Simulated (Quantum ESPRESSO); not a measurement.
## Sn3In3PtTi (finding a planted mistake in a log)

Simulated, not a measurement. The program is pw.x of Quantum ESPRESSO 7.5 (plane-wave density functional theory). The cell is made up: eight metal atoms on a face-centred cubic lattice, with elements, volume, strain and displacements drawn at random and not relaxed, so it may be unstable or far from any real phase. PseudoDojo standard norm-conserving files set the functional (PBE unless stated); there is no spin polarisation or spin-orbit coupling, the Fermi-Dirac width of 0.25 eV means electrons at about 2900 K, and the masses in the input are unused placeholders. The tin pseudopotential is less sure than most, with forces differing by about three percent from a second method on plain tin. Heavy elements are run without spin-orbit coupling, which real alloys of them have. A spin test at this wide smearing found no moment, but such smearing suppresses magnetism that the real alloy may have.

Intended input:

```
&control calculation='scf', pseudo_dir='./dojo.nc.sr.pbe.v0_5.standard.upf', outdir='./o', disk_io='minimal', tprnfor=.true., tstress=.true. /
&system ibrav=0, nat=8, ntyp=4, nbnd=68, ecutwfc=84.00895049, nosym=.true., tot_charge=0,
 occupations='smearing', smearing='fd', degauss=0.0183746611
/
&electrons conv_thr=1.470e-08, electron_maxstep=70, mixing_beta=0.5 /
ATOMIC_SPECIES
In 1.0 In.upf
Pt 1.0 Pt.upf
Sn 1.0 Sn.upf
Ti 1.0 Ti.upf
CELL_PARAMETERS angstrom
-0.0385 0.0544 -4.3517
-4.3503 0.011 -0.0385
2.1724 8.5611 2.0863
ATOMIC_POSITIONS angstrom
Sn 0.0144 0.0014 0.0106
In -2.1947 2.2036 -0.0177
In -0.0338 4.2557 -0.0651
Pt -2.2344 6.4872 -0.0849
In -2.1924 0.0711 -2.2364
Sn -0.0406 2.1447 -2.173
Ti -2.1868 4.3499 -2.2617
Sn -0.076 6.5227 -2.2306
K_POINTS automatic
6 6 3 1 1 1
```

The log is shortened where brackets say so; the opening notice, blank lines, dates and the lines on written files are dropped, and the path of the files is cut. It prints rydbergs, bohrs and kilobars, and counts compression as positive stress. Its total energy is the free energy E - TS of the whole cell.

Log of the intended run:

```
     Program PWSCF v.7.5
     Parallel version (MPI & OpenMP), running on       4 processor cores
     Number of MPI processes:                 4
     Threads/MPI process:                     1
     [start-up lines left out]
     bravais-lattice index     =            0
     lattice parameter (alat)  =       8.2245  a.u.
     unit-cell volume          =    1097.6268 (a.u.)^3
     number of atoms/cell      =            8
     number of atomic types    =            4
     number of electrons       =       111.00
     number of Kohn-Sham states=           68
     kinetic-energy cutoff     =      84.0090  Ry
     charge density cutoff     =     336.0358  Ry
     scf convergence threshold =      1.5E-08
     mixing beta               =       0.5000
     number of iterations used =            8  plain     mixing
     Exchange-correlation= PBE
                           (   1   4   3   4   0   0   0)
     [axes and pseudopotential details left out]
   Cartesian axes
     site n.     atom                  positions (alat units)
         1        Sn     tau(   1) = (   0.0033087   0.0003217   0.0024355  )
         2        In     tau(   2) = (  -0.5042725   0.5063174  -0.0040669  )
         3        In     tau(   3) = (  -0.0077662   0.9778250  -0.0149579  )
         4        Pt     tau(   4) = (  -0.5133943   1.4905530  -0.0195073  )
         5        In     tau(   5) = (  -0.5037440   0.0163365  -0.5138538  )
         6        Sn     tau(   6) = (  -0.0093286   0.4927841  -0.4992865  )
         7        Ti     tau(   7) = (  -0.5024573   0.9994692  -0.5196670  )
         8        Sn     tau(   8) = (  -0.0174624   1.4987097  -0.5125212  )
     number of k points=    54  Fermi-Dirac smearing, width (Ry)=  0.0184
                       cart. coord. in units 2pi/alat
        k(    1) = (  -0.0823356   0.1253722  -0.0810474), wk =   0.0370370
        k(    2) = (  -0.0831522  -0.2123073  -0.0852615), wk =   0.0370370
     [further k points left out]
     Dense  grid:   114067 G-vectors     FFT dimensions: (  48,  48, 108)
     Estimated max dynamical RAM per process >     405.87 MB
     Estimated total dynamical RAM >       1.50 GB
     Initial potential from superposition of free atoms
     starting charge     110.9820, renormalised to     111.0000
     Starting wfcs are   74 randomized atomic wfcs
     total cpu time spent up to now is        6.4 secs
     per-process dynamical memory:   321.2 Mb
     Self-consistent Calculation
     iteration #  1     ecut=    84.01 Ry     beta= 0.50
     Davidson diagonalization with overlap
     ethr =  1.00E-02,  avg # of iterations =  3.5
     Threshold (ethr) on eigenvalues was too large:
     Diagonalizing with lowered threshold
     Davidson diagonalization with overlap
     ethr =  8.87E-04,  avg # of iterations =  1.9
     total cpu time spent up to now is       34.0 secs
     total energy              =   -1250.79693685 Ry
     estimated scf accuracy    <       0.98516997 Ry
     iteration #  2     ecut=    84.01 Ry     beta= 0.50
     Davidson diagonalization with overlap
     ethr =  8.88E-04,  avg # of iterations =  7.0
     total cpu time spent up to now is       52.8 secs
     total energy              =   -1250.77340069 Ry
     estimated scf accuracy    <      10.40130458 Ry
     [iterations 3 to 11 left out]
     iteration # 12     ecut=    84.01 Ry     beta= 0.50
     Davidson diagonalization with overlap
     ethr =  5.73E-09,  avg # of iterations =  1.1
     total cpu time spent up to now is      188.3 secs
     total energy              =   -1251.40619401 Ry
     estimated scf accuracy    <       0.00000003 Ry
     iteration # 13     ecut=    84.01 Ry     beta= 0.50
     Davidson diagonalization with overlap
     ethr =  2.27E-11,  avg # of iterations =  5.0
     total cpu time spent up to now is      205.2 secs
     End of self-consistent calculation
     [lines on levels left out]
!    total energy              =   -1251.40619402 Ry
     estimated scf accuracy    <          1.2E-09 Ry
     smearing contrib. (-TS)   =      -0.07959805 Ry
     internal energy E=F+TS    =   -1251.32659597 Ry
     The total energy is F=E-TS. E is the sum of the following terms:
     one-electron contribution =    -304.55582027 Ry
     hartree contribution      =     237.46972318 Ry
     xc contribution           =    -318.19899629 Ry
     ewald contribution        =    -866.04150258 Ry
     convergence has been achieved in  13 iterations
     Forces acting on atoms (cartesian axes, Ry/au):
     atom    1 type  3   force =    -0.00454474   -0.03580359   -0.01194335
     atom    2 type  1   force =    -0.00041122    0.01940900   -0.00489298
     atom    3 type  1   force =     0.00580586    0.05363665    0.00464959
     atom    4 type  2   force =    -0.00189194   -0.02506894    0.00100200
     atom    5 type  1   force =    -0.00032706   -0.04134606    0.01617337
     atom    6 type  3   force =     0.00164353    0.05662826   -0.00168034
     atom    7 type  4   force =    -0.00556996    0.02840471    0.00424570
     atom    8 type  3   force =     0.00529553   -0.05586004   -0.00755401
     Total force =     0.121062     Total SCF correction =     0.000112
     Computing stress (Cartesian axis) and pressure
          total   stress  (Ry/bohr**3)                   (kbar)     P=      115.02
   0.00066604   0.00001221  -0.00003340           97.98        1.80       -4.91
   0.00001221   0.00090315   0.00006097            1.80      132.86        8.97
  -0.00003340   0.00006097   0.00077655           -4.91        8.97      114.23
     init_run     :      6.07s CPU      6.34s WALL (       1 calls)
     electrons    :    194.28s CPU    198.78s WALL (       1 calls)
     forces       :      2.05s CPU      2.07s WALL (       1 calls)
     stress       :      7.03s CPU      7.03s WALL (       1 calls)
     [timing details left out]
     PWSCF        :   3m29.49s CPU   3m34.36s WALL
     JOB DONE.
```

A second run was made from an input with one planted mistake. Its log:

```
     Program PWSCF v.7.5
     Parallel version (MPI & OpenMP), running on       4 processor cores
     Number of MPI processes:                 4
     Threads/MPI process:                     1
     [start-up lines left out]
     bravais-lattice index     =            0
     lattice parameter (alat)  =       8.2245  a.u.
     unit-cell volume          =    1097.6268 (a.u.)^3
     number of atoms/cell      =            8
     number of atomic types    =            5
     number of electrons       =       112.00
     number of Kohn-Sham states=           68
     kinetic-energy cutoff     =      84.0090  Ry
     charge density cutoff     =     336.0358  Ry
     scf convergence threshold =      1.5E-08
     mixing beta               =       0.5000
     number of iterations used =            8  plain     mixing
     Exchange-correlation= PBE
                           (   1   4   3   4   0   0   0)
     [axes and pseudopotential details left out]
   Cartesian axes
     site n.     atom                  positions (alat units)
         1        Sn     tau(   1) = (   0.0033087   0.0003217   0.0024355  )
         2        In     tau(   2) = (  -0.5042725   0.5063174  -0.0040669  )
         3        In     tau(   3) = (  -0.0077662   0.9778250  -0.0149579  )
         4        Pt     tau(   4) = (  -0.5133943   1.4905530  -0.0195073  )
         5        In     tau(   5) = (  -0.5037440   0.0163365  -0.5138538  )
         6        Re     tau(   6) = (  -0.0093286   0.4927841  -0.4992865  )
         7        Ti     tau(   7) = (  -0.5024573   0.9994692  -0.5196670  )
         8        Sn     tau(   8) = (  -0.0174624   1.4987097  -0.5125212  )
     number of k points=    54  Fermi-Dirac smearing, width (Ry)=  0.0184
                       cart. coord. in units 2pi/alat
        k(    1) = (  -0.0823356   0.1253722  -0.0810474), wk =   0.0370370
        k(    2) = (  -0.0831522  -0.2123073  -0.0852615), wk =   0.0370370
     [further k points left out]
     Dense  grid:   114067 G-vectors     FFT dimensions: (  48,  48, 108)
     Estimated max dynamical RAM per process >     415.94 MB
     Estimated total dynamical RAM >       1.54 GB
     Initial potential from superposition of free atoms
     starting charge     111.9832, renormalised to     112.0000
     Starting wfcs are   75 randomized atomic wfcs
     total cpu time spent up to now is        6.7 secs
     per-process dynamical memory:   327.0 Mb
     Self-consistent Calculation
     iteration #  1     ecut=    84.01 Ry     beta= 0.50
     Davidson diagonalization with overlap
     ethr =  1.00E-02,  avg # of iterations =  3.2
     total cpu time spent up to now is       21.0 secs
     total energy              =   -1266.32261728 Ry
     estimated scf accuracy    <       1.57315366 Ry
     iteration #  2     ecut=    84.01 Ry     beta= 0.50
     Davidson diagonalization with overlap
     ethr =  1.40E-03,  avg # of iterations =  5.7
     total cpu time spent up to now is       39.8 secs
     total energy              =   -1265.31932002 Ry
     estimated scf accuracy    <      31.83389724 Ry
     [iterations 3 to 11 left out]
     iteration # 12     ecut=    84.01 Ry     beta= 0.50
     Davidson diagonalization with overlap
     ethr =  4.01E-10,  avg # of iterations =  2.0
     total cpu time spent up to now is      187.0 secs
     total energy              =   -1267.31976097 Ry
     estimated scf accuracy    <       0.00000005 Ry
     iteration # 13     ecut=    84.01 Ry     beta= 0.50
     Davidson diagonalization with overlap
     ethr =  4.18E-11,  avg # of iterations =  2.0
     total cpu time spent up to now is      200.1 secs
     End of self-consistent calculation
     [lines on levels left out]
!    total energy              =   -1267.31976097 Ry
     estimated scf accuracy    <          7.3E-09 Ry
     smearing contrib. (-TS)   =      -0.09680952 Ry
     internal energy E=F+TS    =   -1267.22295145 Ry
     The total energy is F=E-TS. E is the sum of the following terms:
     one-electron contribution =    -310.26858352 Ry
     hartree contribution      =     233.94519181 Ry
     xc contribution           =    -308.26992252 Ry
     ewald contribution        =    -882.62963721 Ry
     convergence has been achieved in  13 iterations
     Forces acting on atoms (cartesian axes, Ry/au):
     atom    1 type  4   force =    -0.00568988    0.03184971   -0.01055118
     atom    2 type  1   force =     0.00021838    0.02469183   -0.00566110
     atom    3 type  1   force =     0.00592385   -0.00303812    0.00081753
     atom    4 type  2   force =    -0.00301892   -0.03700374    0.00364034
     atom    5 type  1   force =     0.00117448    0.01035817    0.01606024
     atom    6 type  3   force =    -0.00050767    0.02819292   -0.00757593
     atom    7 type  5   force =    -0.00360948   -0.01443608    0.00959695
     atom    8 type  4   force =     0.00550924   -0.04061468   -0.00632684
     Total force =     0.080555     Total SCF correction =     0.000588
     Computing stress (Cartesian axis) and pressure
          total   stress  (Ry/bohr**3)                   (kbar)     P=        1.88
  -0.00003726   0.00002121  -0.00002528           -5.48        3.12       -3.72
   0.00002121   0.00003207   0.00004426            3.12        4.72        6.51
  -0.00002528   0.00004426   0.00004356           -3.72        6.51        6.41
     init_run     :      6.20s CPU      6.49s WALL (       1 calls)
     electrons    :    188.84s CPU    193.39s WALL (       1 calls)
     forces       :      2.23s CPU      2.26s WALL (       1 calls)
     stress       :      7.76s CPU      7.99s WALL (       1 calls)
     [timing details left out]
     PWSCF        :   3m25.25s CPU   3m30.43s WALL
     JOB DONE.
```

Question: the log repeats what the program read. Compare it with the intended run: what was wrong in the second input?

Answer: one atom is of a wrong element. The input lines that differ:

```
- &system ibrav=0, nat=8, ntyp=4, nbnd=68, ecutwfc=84.00895049, nosym=.true., tot_charge=0,
+ &system ibrav=0, nat=8, ntyp=5, nbnd=68, ecutwfc=84.00895049, nosym=.true., tot_charge=0,
+ Re 1.0 Re.upf
- Sn -0.0406 2.1447 -2.173
+ Re -0.0406 2.1447 -2.173
```

|  | intended run | run with the mistake |
| --- | --- | --- |
| free energy (eV) | -17026.249 | -17242.764 |
| entropy term -TS, part of it (eV) | -1.083 | -1.317 |
| pressure (GPa) | 11.50 | 0.19 |
| size of the largest force component (eV/Å) | 1.456 | 1.044 |
| largest change of a force component (eV/Å) |  | 1.739 |
| iterations | 13 | 13 |

For scale, a rerun of the intended cell at a higher cutoff and on a denser mesh moved values by no more than 0.002 eV in energy, 0.07 GPa in stress and 0.017 eV/Å in force, and a second program with other atomic files agreed on that cell to 2 % rms in force and 0.5 GPa in pressure. Files of another functional or element have another zero of energy, so the energy change says nothing on stability.